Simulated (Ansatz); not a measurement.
# Lattice vibrations of Cs$_{2}$ScRuC$_{6}$N$_{6}$ at Γ

Method: DFT PBE, scalar-relativistic, plane waves, PAW (Ansatz). Settings: 420 eV plane-wave cutoff, Γ-centred 6×6×6 mesh, Fermi-Dirac smearing of 0.15 eV. No spin polarisation. Phonons by linear response, acoustic sum rule imposed.

Equilibrium structure at this level:
```xyz
16
Lattice="0.0000 5.4177 5.4177 5.4177 0.0000 5.4177 5.4177 5.4177 0.0000" Properties=species:S:1:pos:R:3 pbc="T T T"
Cs    2.7088    2.7088    2.7088
Cs    8.1265    8.1265    8.1265
Sc    5.4177    5.4177    5.4177
Ru    0.0000    0.0000    0.0000
C     2.0154    5.4177    5.4177
C     5.4177    2.0154    5.4177
C     5.4177    5.4177    2.0154
C     8.8199    5.4177    5.4177
C     5.4177    8.8199    5.4177
C     5.4177    5.4177    8.8199
N     3.1980    5.4177    5.4177
N     5.4177    3.1980    5.4177
N     5.4177    5.4177    3.1980
N     7.6374    5.4177    5.4177
N     5.4177    7.6374    5.4177
N     5.4177    5.4177    7.6374
```

The cell was found from a structure generator's guess, not taken from experiment. In a metal, frequencies depend on the k mesh and the smearing, soft modes most. Spin–orbit coupling is left out, which matters for heavy elements.

Optical modes at Γ:
| frequency (cm⁻¹) | degeneracy |
| --- | --- |
| 20 | 3 |
| 24 | 3 |
| 35 | 3 |
| 155 | 3 |
| 198 | 3 |
| 201 | 3 |
| 246 | 3 |
| 338 | 3 |
| 443 | 3 |
| 460 | 3 |
| 462 | 3 |
| 484 | 2 |
| 522 | 1 |
| 530 | 3 |
| 1986 | 2 |
| 1996 | 3 |
| 2086 | 1 |

All 45 optical modes at Γ are real: no displacement of atoms at fixed cell lowers the energy to second order. Strains and modes at other wave vectors aren't tested by this run.
